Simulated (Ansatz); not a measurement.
Ansatz input file:

```yaml
crystal:
  lattice:
    - [2.307466377, 1.3322163339, 4.1797107669]
    - [-2.307466377, 1.3322163339, 4.1797107669]
    - [0.0, -2.6644326677, 4.1797107669]
  atoms:
    - { symbol: Sb, position: [0.7806093031, 0.7806093031, 0.7806093031] }
    - { symbol: Bi, position: [0.2193893469, 0.2193893469, 0.2193893469] }
basis:
  ecutwfc: 420
kpoints:
  mp_grid: { grid: [12, 12, 12] }
hamiltonian:
  xc: pbesol
scf:
  occupations: { method: gaussian, width: 0.05 }
output:
  forces: true
  stress: true
  eigenvalues: true
  populations: true
```

It can be run as
```bash
ansatz run input.yaml --threads 1 --pin off --backend cpu --events-out ev --progress --plain --runs-dir out  # memory cap (--max-ram) not shown
```

Method: Ansatz, DFT PBEsol, scalar-relativistic, plane waves, PAW.

Abridged output:

```
Pseudopotentials: kind: paw
Pseudopotential: Sb, paw, valence charge 15, recommended cutoff 420 eV (normal)
Pseudopotential: Bi, paw, valence charge 15, recommended cutoff 420 eV (normal)
Functional definition: PBEsol
Crystal: 2 atoms, lattice volume = 77.092 Å³
Basis set: ecut = 420 eV, 1513 PW (Γ), exchange–correlation on 72×72×72 points (8 copies of the dense FFT grid, shifted against one another)
Bands: 19, of which v1, the nominal top of the filled ones, is band 15 counted from 1 (14 counted from 0)
Symmetry: 6 space group operations
Space group: R3m (ITA 160), of the structure as read, at distance tolerance 4.3e-5 Å
k-points: 189 of 1728 (time reversal used)
Initial density: superposition of atomic densities (neutral atoms: chi_scale 0, normalization atom), corrected by the library's trained network
Initial wavefunctions: pseudopotential atomic-orbital guess
Functional: x = pbesol(κ = 0.804, μ = 0.12345679), c = pbesol(β = 0.046)
SCF iter   1: F=—  HF=-18649.818067 eV  |F-HF|=—  |Δ(HF+E_count)|=         —  Δρ=1.93e-3  dr2=3.70e-3  ethr=1.77e-3  ⟨swp⟩=6.4  Hψ=19112  notcnv=0
SCF iter   2: F=—  HF=-18649.815700 eV  |F-HF|=—  |Δ(HF+E_count)|=   2.37e-3  Δρ=8.95e-4  dr2=6.61e-4  ethr=1.23e-5  ⟨swp⟩=2.1  Hψ=7277  notcnv=0
SCF iter   3: F=—  HF=-18649.815714 eV  |F-HF|=—  |Δ(HF+E_count)|=   1.41e-5  Δρ=3.92e-4  dr2=1.67e-4  ethr=2.20e-6  ⟨swp⟩=2.0  Hψ=5482  notcnv=0
SCF iter   4: F=—  HF=-18649.815730 eV  |F-HF|=—  |Δ(HF+E_count)|=   1.55e-5  Δρ=1.22e-4  dr2=1.12e-5  ethr=5.56e-7  ⟨swp⟩=2.0  Hψ=4359  notcnv=0
SCF iter   5: F=—  HF=-18649.815741 eV  |F-HF|=—  |Δ(HF+E_count)|=   1.16e-5  Δρ=5.40e-5  dr2=1.67e-6  ethr=3.75e-8  ⟨swp⟩=2.0  Hψ=6427  notcnv=0
SCF iter   6: F=-18649.815743 eV  HF=-18649.815743 eV  |F-HF|=2.72e-9  |Δ(HF+E_count)|=   1.77e-6  Δρ=9.21e-6  dr2=5.43e-8  ethr=3.33e-10  ⟨swp⟩=5.0  Hψ=20133  notcnv=0
SCF 1 converged in 6 iterations: F = -18649.815743 eV  dr2 = 5.43e-8
SCF converged after 6 iterations
Free energy (F): -18649.815743 eV
Harris-Foulkes:  -18649.815743 eV  (|F-HF|=2.72e-9)
Internal energy: -18649.815534 eV  (E = F + TS)
E sigma→0 (E₀):  -18649.815639 eV
Entropy (-TS):   -0.000209 eV (-0.104 meV/atom)
Fermi energy:    7.432654 eV
--- Per-component energies (eV) ---
  E_band       = -343.413701
  E_kinetic    = 508.159011
  E_local      = -3494.318504  (includes V_loc(G=0)·N_el)
  E_nonlocal   = 925.653774
  E_hartree    = 1368.625873
  E_xc         = -286.348542
  E_vxc        = -238.886772  (∫ρ·V_xc dr)
  E_paw        = -15009.100616  (= ΣΔE_a)
  E_vpaw       = -781.284690  (= ΣTr[D̂ρ^β])
  E_aug_tail   = -0.000462  (compensation charges beyond the density's cutoff)
  E_ewald      = -2662.907677
  E_core_change = 0.421609  (= ΣΔE_core)
  E_smearing   = -0.000209  (= −TS)
--- Forces (eV/Å), atoms counted from 1 ---
  atom   1  Sb     0.00000000     0.00000000    -0.83195887
  atom   2  Bi     0.00000000     0.00000000     0.83196544
--- Stress (GPa, compression-positive) ---
       -2.759523       0.000000       0.000000
        0.000000      -2.759523       0.000000
        0.000000       0.000000      -1.286150
  P = ⅓ Tr σ = -2.2684 GPa (-22.684 kbar)
--- Band table (eV; the first three rows and the last of 189) ---
  k-point 0: bands = ["-21.3062", "-21.3062", "-21.2669", "-21.2669", "-21.2511", "-15.3309", "-15.3309", "-15.3032", "-15.3032", "-15.3006", "-4.8685", "1.0203", "5.9581", "5.9581", "6.4873", "8.4552", "9.8301", "9.8301", "13.1846"]
  k-point 1: bands = ["-21.3062", "-21.3061", "-21.2669", "-21.2669", "-21.2510", "-15.3314", "-15.3304", "-15.3035", "-15.3034", "-15.3001", "-4.8119", "0.8664", "5.9016", "5.9081", "6.5071", "8.5656", "9.6529", "9.8376", "12.7489"]
  k-point 2: bands = ["-21.3061", "-21.3057", "-21.2669", "-21.2668", "-21.2509", "-15.3328", "-15.3292", "-15.3041", "-15.3038", "-15.2988", "-4.6449", "0.4473", "5.7741", "5.7806", "6.5880", "8.5921", "9.4387", "9.8145", "12.2949"]
  k-point 188: bands = ["-21.3061", "-21.3061", "-21.2663", "-21.2663", "-21.2508", "-15.3327", "-15.3327", "-15.3015", "-15.3015", "-15.2995", "-4.3164", "-0.4429", "6.0099", "6.1429", "6.1429", "8.5150", "8.5150", "8.8594", "13.4387"]
--- Löwdin populations: 2 sites ---
  site symbol q [e]
     0     Sb     15.0626
     1     Bi     14.8791
  spilling = 0.001944 (of n_electrons = 30.000000)
```

The calculation finished and met its thresholds.

Spin–orbit coupling is left out, which can shift energies with elements as heavy as these.